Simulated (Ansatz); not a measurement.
Al2O3 (corundum)

```cif
data_Al4O6
_chemical_formula_sum 'Al4 O6'
_space_group_name_H-M_alt 'P 1'
_space_group_IT_number 1
_cell_length_a 5.13966
_cell_length_b 5.13966
_cell_length_c 5.13966
_cell_angle_alpha 55.344
_cell_angle_beta 55.344
_cell_angle_gamma 55.344
loop_
_space_group_symop_operation_xyz
  'x, y, z'
loop_
_atom_site_label
_atom_site_type_symbol
_atom_site_fract_x
_atom_site_fract_y
_atom_site_fract_z
_atom_site_occupancy
Al1 Al 0.85208 0.85208 0.85208 1
Al2 Al 0.64792 0.64792 0.64792 1
Al3 Al 0.14792 0.14792 0.14792 1
Al4 Al 0.35208 0.35208 0.35208 1
O1 O 0.05585 0.44415 0.75000 1
O2 O 0.75000 0.05585 0.44415 1
O3 O 0.44415 0.75000 0.05585 1
O4 O 0.94415 0.55585 0.25000 1
O5 O 0.25000 0.94415 0.55585 1
O6 O 0.55585 0.25000 0.94415 1
```

E(V) scan at fixed shape, V₀ the volume above. The atoms relax within the cell's symmetry.

Calculation: PBEsol (plane waves to 420 eV, PAW, scalar-relativistic; Ansatz, a quantum-chemistry and plane-wave program). k mesh 9×9×9 (Γ-centred), Fermi-Dirac smearing 0.05 eV. The energy includes the smearing's −TS. Stress and pressure are positive under compression. Al2O3 was relaxed with its symmetry unable to fall. The zero of ΔE is the relaxed starting cell.

| V/V₀ | ΔE (kJ/mol of atoms) | P (GPa) |
|---|---|---|
| 0.940 | 2.49 | 17.0 |
| 0.950 | 1.70 | 13.8 |
| 0.960 | 1.07 | 10.7 |
| 0.970 | (withheld) | 7.8 |
| 0.980 | (withheld) | 5.1 |
| 0.990 | 0.07 | 2.5 |
| 1.000 | 0.00 | 0.0 |
| 1.010 | 0.06 | -2.4 |
| 1.020 | (withheld) | -4.6 |
| 1.030 | 0.53 | -6.7 |
| 1.040 | 0.93 | -8.8 |
| 1.050 | 1.44 | -10.7 |
| 1.060 | 2.04 | -12.6 |

### Question
Complete the blanks.

### Answer

- 0.970, ΔE (kJ/mol of atoms): 0.59
- 0.980, ΔE (kJ/mol of atoms): 0.26
- 1.020, ΔE (kJ/mol of atoms): 0.24

(A scan under strain: stresses follow from slopes of the energy per volume, elastic moduli from its curvatures.)
